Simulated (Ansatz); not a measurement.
# Relaxing a structure of AlNi

The start is a generated cell, AlNi built in the NaTl structure type. A full variable-cell relaxation at zero pressure is run with r2SCAN (plane waves to 500 eV, PAW, scalar-relativistic; Ansatz, an electronic-structure program). The first steps use a coarse 10×10×10 k-mesh.

Starting cell:
```yaml
crystal:
  lattice:
    - [0.00000, 2.91913, 2.91913]
    - [2.91913, 0.00000, 2.91913]
    - [2.91913, 2.91913, 0.00000]
  atoms:
    - { symbol: Al, position: [0.25000, 0.25000, 0.25000] }
    - { symbol: Al, position: [0.00000, 0.00000, 0.00000] }
    - { symbol: Ni, position: [0.50000, 0.50000, 0.50000] }
    - { symbol: Ni, position: [0.75000, 0.75000, 0.75000] }
```
Spin-polarised start, with parallel moments on Ni.

| Property | Value |
|---|---|
| Initial pressure | -4.3 GPa (negative: the cell is under tension) |
| Outcome | The space group stays Fd-3m (No. 227) (the run could not lower it); the end is AFLOW prototype AB_cF16_227_a_b (B32, as in NaTl), with 4 atoms in the primitive cell |
| Energy released | under 0.01 eV/atom |
| Volume change | -2.7 %, from 12.44 to 12.10 Å³/atom |
| Band gap at the end | no gap (metallic) |
| Optimiser moves | 3 |

The end point of the relaxation:

Space group Fd-3m, origin choice 1 (No. 227); a = b = c = 5.7847 Å, α = β = γ = 90.00°

| atom | site | symmetry | x | y | z |
|---|---|---|---|---|---|
| Al | 8b | -43m | 0.5000 | 0.5000 | 0.5000 |
| Ni | 8a | -43m | 0.0000 | 0.0000 | 0.0000 |
(The calculation used a cell of 4 atoms; values per cell refer to that cell.)

Final values are on a 14×14×14 k-mesh of the relaxed cell. No spin polarisation in the result: the starting moments vanished. A magnetic state may lie lower.

The run could not lower the symmetry of its start; a shaken copy of this end point relaxes with r2SCAN to Imma (No. 74), 0.25 eV/atom lower.

The relaxed structure here is a generated cell of AlNi: the first start was made by placing the elements on the sites of a structure type, and the end was not matched to a known phase here, so it may be hypothetical. Known forms of AlNi include space group No. 221.
